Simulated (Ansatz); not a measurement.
Br:
```
Br
1.0
    3.49303    -2.07402     0.00000
    3.49303     2.07402     0.00000
    0.00000     0.00000     8.57404
Br
4
Cartesian
  3.49303  -0.62714   3.26548
  3.49303  -1.44689   7.55250
  3.49303   1.44689   1.02154
  3.49303   0.62714   5.30856
```

Relaxed with PBE+D3(BJ). Special points in fractions of this cell's reciprocal vectors: Γ (0.000, 0.000, 0.000); Y (0.500, 0.500, 0.000); F0 (0.338, 0.662, 0.000); Δ0 (-0.338, 0.338, 0.000); Z (0.000, 0.000, 0.500); B0 (-0.338, 0.338, 0.500); G0 (0.338, 0.662, 0.500); T (0.500, 0.500, 0.500); S (0.000, 0.500, 0.000); R (0.000, 0.500, 0.500).

Question: List the band energies nearest the valence-band maximum at these points for PBE+D3(BJ) in the plane-wave PAW code Ansatz.

Answer: In eV from the valence-band maximum; about four levels below and three above (degenerate sets whole), none deeper than 8.9 eV; points with the same levels are listed once.

```
k                           below                above
--  -----------------------------  -------------------
Γ          -1.42 -0.60 -0.44 0.00       1.36 2.28 5.94
Y   -2.02 -2.01 -1.56 -0.71 -0.24       1.32 2.07 6.75
F0        -1.59 -1.17 -0.91 -0.30       1.98 2.18 8.29
Z         -1.12 -1.12 -0.19 -0.19  1.62 1.62 6.58 6.58
B0        -0.83 -0.83 -0.51 -0.51  1.90 1.90 8.60 8.60
T         -1.28 -1.28 -0.98 -0.98  1.53 1.53 7.88 7.88
S         -1.50 -1.50 -0.68 -0.68  2.43 2.43 6.85 6.85
R         -0.84 -0.84 -0.04 -0.04  1.75 1.75 7.27 7.27
```

Space group Cmce (molecular I2 type). The PBE+D3(BJ) relaxation kept the symmetry of its start. The substance is a gas or liquid at ambient conditions; this is its low-temperature solid. Scalar-relativistic: spin–orbit coupling is off unless named, which matters more the heavier the elements.

Potentials: the earlier of the program's two PAW sets.
